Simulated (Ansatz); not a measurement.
Level of theory: Ansatz, DFT PBE, scalar-relativistic, plane waves, PAW. All cells share a 420 eV cutoff and Γ-centred k meshes spaced at most about 0.3 Å⁻¹ (about 0.25 or finer for metals, 2π included). No spin polarisation in the final relaxations.

Temperature and zero-point effects are left out.

Two forms of Zr3SeS2 were relaxed alike.

A.

```yaml
crystal:
  lattice:
    - [3.51257, 0.00000, 0.00000]
    - [-1.75628, 3.04197, 0.00000]
    - [0.00000, 0.00000, 10.45948]
  atoms:
    - { symbol: Zr, position: [0.00000, 0.00000, 0.17777] }
    - { symbol: Zr, position: [0.00000, 0.00000, 0.82223] }
    - { symbol: Zr, position: [0.33333, 0.66667, 0.50000] }
    - { symbol: Se, position: [0.33333, 0.66667, 0.00000] }
    - { symbol: S, position: [0.66667, 0.33333, 0.34066] }
    - { symbol: S, position: [0.66667, 0.33333, 0.65934] }
```

B.

```yaml
crystal:
  lattice:
    - [3.26953, 0.00000, 0.00000]
    - [0.00000, 3.26953, 0.00000]
    - [0.00000, 0.00000, 9.81772]
  atoms:
    - { symbol: Zr, position: [0.50000, 0.50000, 0.17310] }
    - { symbol: Zr, position: [0.50000, 0.50000, 0.50000] }
    - { symbol: Zr, position: [0.50000, 0.50000, 0.82690] }
    - { symbol: Se, position: [0.00000, 0.00000, 0.00000] }
    - { symbol: S, position: [0.00000, 0.00000, 0.33616] }
    - { symbol: S, position: [0.00000, 0.00000, 0.66384] }
```

Task: Which is lower in energy, and by how much?

Result: A is lower, by 103 meV/atom. A has space group P-6m2 (No. 187), 18.6 Å³/atom and no gap on its mesh; B has Se and S ordered on caesium chloride sites, space group P4/mmm (No. 123), 17.5 Å³/atom and no gap. Counting S or Se atoms around Zr (for each partner element, those within 1.25 times its shortest distance or 1.15 times the sum of covalent radii, where it is the nearest in units of that sum or under 1.3), A has Zr 6 and B has Zr 8. The lower one is the more open, so pressure narrows the difference. In A, around Zr on a site of symmetry 3m lie 3 S at 2.65 Å and 3 Se at 2.75 Å; Se has 6 Zr at 2.75 Å; S has 6 Zr at 2.62–2.65 Å; 1 more site not described. In B, Zr on a site of symmetry 4mm is surrounded by 4 S at 2.81 Å, 4 Se at 2.87 Å and 6 Zr at 3.21–3.40 Å; around Se lie 8 Zr at 2.87 Å, 4 Se at 3.27 Å and 2 S at 3.30 Å; around S lie 8 Zr at 2.81–2.82 Å, 5 S at 3.22–3.27 Å and 1 Se at 3.30 Å; 1 more site not described. Both come from invented guesses.

With atoms moved at random, P-6m2 came back. Other cells relaxed within their symmetry can be saddle points.
